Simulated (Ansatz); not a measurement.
# KB3H8: B-11 NMR of the central transition

Cell: a structure deposited in the COD, its atoms then relaxed with PBE in this cell.

Space group Cmcm (No. 63); a = 7.4256, b = 8.0809, c = 8.1959 Å.

```csv
site,Wyckoff,site symmetry,x,y,z
K,4c,m2m,0.5000,0.8346,0.7500
B3,8f,m..,0.5000,0.2195,0.6404
B7,4c,m2m,0.5000,0.4088,0.7500
H9,16h,1,0.3618,0.1589,0.5890
H17,8f,m..,0.5000,0.3626,0.5770
H21,8g,..m,0.8630,0.9901,0.7500
```

One atom of each set is listed; the run and its k-mesh use a cell of 24 atoms with edges of 5.49, 5.49, 8.20 Å.

All values are calculated (Ansatz; DFT, r2SCAN, plane waves and PAW, scalar-relativistic, 500 eV cutoff, Γ-centred 6×6×4 k-points, Fermi–Dirac smearing 0.05 eV), not measured.

B-11 has I = 3/2 and Q = 40.59 mb (Pyykkö 2018); at 11.7 T its Larmor frequency is ν₀ = 159.9 MHz. Only the quadrupole interaction is simulated: positions count from each site's isotropic chemical shift, and J coupling is left out, as are shift anisotropy and dipolar coupling, which fast spinning averages.

**Question.** Give C_Q, η, the quadrupolar product P_Q = |C_Q|(1 + η²/3)^½, the second-order isotropic shift and the breadth of the pattern (fast magic-angle spinning) for each B site.

**Answer.** 

```csv
site,first shell,C_Q (MHz),η,P_Q (MHz),δ_QIS (ppm),breadth (kHz)
B3,"3 H at 1.21–1.27 Å, 2 B at 1.77–1.80 Å; also 2 K at 3.23–3.24 Å",0.975,0.71,1.05,-1.09,0.399
B7,"4 H at 1.21–1.47 Å, 2 B at 1.77 Å",2.15,0.55,2.25,-4.97,1.84
```

δ_QIS = −(ν_Q²/30ν₀²)[I(I+1) − 3/4](1 + η²/3) × 10⁶ ppm with ν_Q = 3|C_Q|/[2I(2I−1)]; it falls as 1/B₀² in ppm, and the breadth as 1/B₀ in kHz.

The run took 67 s of wall time (59 s of CPU time) and 1.1 GiB at its peak, on 1 thread of Arm Neoverse V2 (aarch64; 8 cores open to the job, memory cap 2.5 GiB, no GPU), a shared host with a load of 1.6 a core.
